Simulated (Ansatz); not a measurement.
Consider the following.

NbAlB:
```xyz
6
Lattice="1.6689 -7.3177 0.0000 1.6689 7.3177 0.0000 0.0000 0.0000 3.1025" Properties=species:S:1:pos:R:3 pbc="T T T"
Al     1.6689    -2.9393     0.7756
Al     1.6689     2.9393     2.3269
B      1.6689     0.4432     2.3269
B      1.6689    -0.4432     0.7756
Nb     1.6689     6.0213     2.3269
Nb     1.6689    -6.0213     0.7756
```

This is the r²SCAN-relaxed structure.

Q: All from r²SCAN in the plane-wave PAW code Ansatz, unless another level is named. Predict the electronic character.

A: metallic (no gap).

Q: And the formation energy from the elements (no fitted shifts)?

A: -0.59 eV/atom.

Q: Next, the density of states at the Fermi level?

A: 0.38 states/eV per atom (mean over ±0.08 eV).

Space group Cmcm. The start of the workflow was typed in or built on a structure type; neither database checked (COD, Materials Project) lists it. Its standing as an ambient phase is unchecked. The r²SCAN relaxation kept the symmetry of its start; its stability against distortions is not shown here. No spin polarisation was allowed. The references are the lowest solids computed at this level, not always the standard phases. Spin–orbit coupling is left out wherever it is not named.

Potentials: the later of the program's two PAW sets.
